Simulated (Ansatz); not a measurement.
SiGe:
Space group R-3m, hexagonal axes (No. 166); a = b = 3.924 Å, c = 19.199 Å, α = β = 90.00°, γ = 120.00°

```
atom  site  symmetry       x       y       z
----  ----  --------  ------  ------  ------
Si      6c        3m  0.0000  0.0000  0.0612
Ge      6c        3m  0.0000  0.0000  0.4360
```
(The calculation used a cell of 4 atoms; values per cell refer to that cell.)

Relaxed with r²SCAN.

Question: Which orbitals make up the states near the band edges in plane-wave PAW r²SCAN (Ansatz code)?

Answer: Top 1 eV of the valence band: Ge 4p 51 %, Si 3p 45 %. Bottom 1 eV of the conduction band: Si 3p 30 %, Ge 4p 29 %, Ge 4s 21 %, Si 3s 9 %, outside the projected shells 11 %. Projections are on Löwdin-orthogonalised atomic valence shells; empty p or d shells of many metals are not among them.

Question: Tabulate the density of states.

Answer: States/eV per cell of 4 atoms, in 0.25 eV bins, energy from the valence-band maximum.

| E (eV) | total | Ge 4p | Si 3p | Si 3s |
|---|---|---|---|---|
| -7.85 | 1.11 | 0.20 | 0.28 | 0.24 |
| -7.60 | 1.30 | 0.27 | 0.35 | 0.27 |
| -7.35 | 1.30 | 0.35 | 0.36 | 0.31 |
| -7.10 | 1.62 | 0.53 | 0.37 | 0.50 |
| -6.85 | 1.41 | 0.45 | 0.32 | 0.44 |
| -6.60 | 1.19 | 0.36 | 0.28 | 0.36 |
| -6.35 | 0.90 | 0.27 | 0.23 | 0.25 |
| -6.10 | 0.77 | 0.22 | 0.20 | 0.20 |
| -5.85 | 0.65 | 0.19 | 0.18 | 0.16 |
| -5.60 | 0.57 | 0.16 | 0.16 | 0.13 |
| -5.35 | 0.50 | 0.14 | 0.14 | 0.11 |
| -5.10 | 0.45 | 0.13 | 0.13 | 0.09 |
| -4.85 | 0.38 | 0.12 | 0.12 | 0.07 |
| -4.60 | 0.48 | 0.20 | 0.17 | 0.06 |
| -4.35 | 1.97 | 0.92 | 0.88 | 0.09 |
| -4.10 | 2.34 | 1.08 | 1.04 | 0.12 |
| -3.85 | 2.02 | 0.92 | 0.90 | 0.11 |
| -3.60 | 2.07 | 0.94 | 0.93 | 0.10 |
| -3.35 | 2.37 | 1.08 | 1.10 | 0.09 |
| -3.10 | 2.91 | 1.32 | 1.41 | 0.08 |
| -2.85 | 2.81 | 1.25 | 1.40 | 0.07 |
| -2.60 | 2.55 | 1.20 | 1.20 | 0.07 |
| -2.35 | 2.58 | 1.33 | 1.13 | 0.06 |
| -2.10 | 2.55 | 1.29 | 1.14 | 0.05 |
| -1.85 | 2.40 | 1.20 | 1.10 | 0.04 |
| -1.60 | 2.27 | 1.14 | 1.05 | 0.03 |
| -1.35 | 1.83 | 0.92 | 0.85 | 0.02 |
| -1.10 | 1.17 | 0.59 | 0.54 | 0.01 |
| -0.85 | 0.86 | 0.43 | 0.39 | 0.01 |
| -0.60 | 0.60 | 0.31 | 0.27 | 0.01 |
| -0.35 | 0.35 | 0.18 | 0.15 | 0.00 |
| -0.10 | 0.11 | 0.06 | 0.05 | 0.00 |
| 0.15 | 0.00 | 0.00 | 0.00 | 0.00 |
| 0.40 | 0.00 | 0.00 | 0.00 | 0.00 |
| 0.65 | 0.03 | 0.01 | 0.01 | 0.00 |
| 0.90 | 0.29 | 0.08 | 0.09 | 0.02 |
| 1.15 | 0.62 | 0.18 | 0.19 | 0.05 |
| 1.40 | 1.09 | 0.32 | 0.33 | 0.10 |
| 1.65 | 1.51 | 0.44 | 0.45 | 0.16 |
| 1.90 | 1.92 | 0.55 | 0.58 | 0.24 |
| 2.15 | 2.60 | 0.71 | 0.83 | 0.35 |
| 2.40 | 3.18 | 0.85 | 1.05 | 0.49 |
| 2.65 | 2.64 | 0.71 | 0.87 | 0.40 |
| 2.90 | 2.23 | 0.63 | 0.76 | 0.30 |
| 3.15 | 1.90 | 0.58 | 0.65 | 0.22 |
| 3.40 | 2.24 | 0.72 | 0.75 | 0.23 |
| 3.65 | 3.29 | 1.16 | 1.11 | 0.24 |
| 3.90 | 3.33 | 1.21 | 1.14 | 0.22 |
| 4.15 | 2.95 | 1.04 | 0.98 | 0.23 |
| 4.40 | 2.49 | 0.82 | 0.85 | 0.17 |
| 4.65 | 2.25 | 0.74 | 0.78 | 0.13 |
| 4.90 | 2.42 | 0.75 | 0.81 | 0.13 |
| 5.15 | 2.43 | 0.74 | 0.78 | 0.13 |
| 5.40 | 2.48 | 0.74 | 0.78 | 0.14 |

The start of the workflow was typed in or built on a structure type; neither database checked (COD, Materials Project) lists it. Whether it is the stable phase at ambient conditions was not checked. The cell was relaxed with r²SCAN under the symmetry of its start; its stability against distortions is not shown here. Spin–orbit coupling is left out wherever it is not named.

Potentials: the later of the program's two PAW sets.
